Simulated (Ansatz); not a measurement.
YSiNi:
Space group Pnma (No. 62); a = 6.871 Å, b = 4.143 Å, c = 7.153 Å, α = 90.00°, β = 90.00°, γ = 90.00°

```csv
atom,site,symmetry,x,y,z
Y,4c,.m.,0.4912,0.2500,0.2026
Si,4c,.m.,0.1920,0.7500,0.0880
Ni,4c,.m.,0.1856,0.2500,0.9191
```

Relaxed with r²SCAN.

Problem. Which orbitals make up the states near the Fermi level in r²SCAN (plane waves, PAW; program Ansatz)?

Solution. Within 0.5 eV of the Fermi level: Ni 3d 36 %, Y 4d 29 %, Si 3p 27 %. Projections are on Löwdin-orthogonalised atomic valence shells; empty p or d shells of many metals are not among them.

Problem. Tabulate the density of states.

Solution. States/eV per cell of 12 atoms, in 0.25 eV bins, energy from the Fermi level.

| E (eV) | total | Ni 3d | Y 4d | Si 3p |
|---|---|---|---|---|
| -7.85 | 12.94 | 0.83 | 2.50 | 0.18 |
| -7.60 | 0.00 | 0.00 | 0.00 | 0.00 |
| -7.35 | 0.00 | 0.00 | 0.00 | 0.00 |
| -7.10 | 0.00 | 0.00 | 0.00 | 0.00 |
| -6.85 | 0.00 | 0.00 | 0.00 | 0.00 |
| -6.60 | 0.00 | 0.00 | 0.00 | 0.00 |
| -6.35 | 0.00 | 0.00 | 0.00 | 0.00 |
| -6.10 | 0.00 | 0.00 | 0.00 | 0.00 |
| -5.85 | 0.00 | 0.00 | 0.00 | 0.00 |
| -5.60 | 0.00 | 0.00 | 0.00 | 0.00 |
| -5.35 | 0.70 | 0.03 | 0.17 | 0.31 |
| -5.10 | 2.89 | 0.15 | 0.63 | 1.31 |
| -4.85 | 5.94 | 0.43 | 1.24 | 2.67 |
| -4.60 | 5.25 | 0.59 | 1.00 | 2.32 |
| -4.35 | 5.21 | 0.84 | 0.89 | 2.29 |
| -4.10 | 5.26 | 1.17 | 0.88 | 2.23 |
| -3.85 | 4.13 | 1.04 | 0.63 | 1.75 |
| -3.60 | 4.97 | 1.66 | 0.72 | 1.98 |
| -3.35 | 8.12 | 3.17 | 1.14 | 3.07 |
| -3.10 | 13.74 | 6.35 | 1.79 | 4.67 |
| -2.85 | 18.63 | 10.22 | 2.14 | 5.47 |
| -2.60 | 17.67 | 10.90 | 1.42 | 4.67 |
| -2.35 | 6.54 | 4.74 | 0.52 | 1.02 |
| -2.10 | 28.47 | 24.56 | 2.16 | 0.58 |
| -1.85 | 29.07 | 24.58 | 2.28 | 0.68 |
| -1.60 | 25.59 | 22.18 | 1.46 | 0.81 |
| -1.35 | 9.82 | 6.95 | 1.12 | 1.04 |
| -1.10 | 14.54 | 8.02 | 2.47 | 3.05 |
| -0.85 | 8.88 | 4.21 | 1.76 | 2.29 |
| -0.60 | 9.04 | 3.87 | 1.88 | 2.54 |
| -0.35 | 8.94 | 3.43 | 2.19 | 2.54 |
| -0.10 | 7.36 | 2.57 | 2.20 | 1.97 |
| 0.15 | 5.00 | 1.66 | 1.67 | 1.29 |
| 0.40 | 3.77 | 1.19 | 1.34 | 0.97 |
| 0.65 | 3.42 | 0.97 | 1.41 | 0.77 |
| 0.90 | 6.62 | 1.33 | 3.88 | 0.80 |
| 1.15 | 9.86 | 1.47 | 6.53 | 0.76 |
| 1.40 | 5.35 | 0.76 | 3.38 | 0.52 |
| 1.65 | 4.25 | 0.55 | 2.65 | 0.48 |
| 1.90 | 4.56 | 0.54 | 2.80 | 0.53 |
| 2.15 | 4.60 | 0.55 | 3.00 | 0.45 |
| 2.40 | 3.99 | 0.52 | 2.51 | 0.46 |
| 2.65 | 4.33 | 0.50 | 2.69 | 0.52 |
| 2.90 | 5.17 | 0.50 | 3.19 | 0.69 |
| 3.15 | 7.55 | 0.66 | 4.59 | 1.03 |
| 3.40 | 6.94 | 0.49 | 4.30 | 0.88 |
| 3.65 | 7.37 | 0.40 | 4.58 | 0.71 |
| 3.90 | 8.37 | 0.36 | 5.36 | 0.78 |
| 4.15 | 9.41 | 0.39 | 5.87 | 0.81 |
| 4.40 | 8.16 | 0.32 | 4.58 | 0.77 |
| 4.65 | 9.86 | 0.39 | 6.09 | 1.00 |

The first step of the workflow began from a Materials Project structure, measured or hypothetical; the Crystallography Open Database copy checked does not list it. With Si and Ni taken as one species the cell has the higher symmetry Imma, so it may be an ordered model of a mixed-site phase. Whether it is the stable phase at ambient conditions was not checked. The cell was relaxed with r²SCAN under the symmetry of its start; whether a distortion lowers the energy is not shown. No spin polarisation was allowed. Scalar-relativistic: spin–orbit coupling is off unless named, which matters more the heavier the elements.

Potentials: the earlier of the program's two PAW sets.
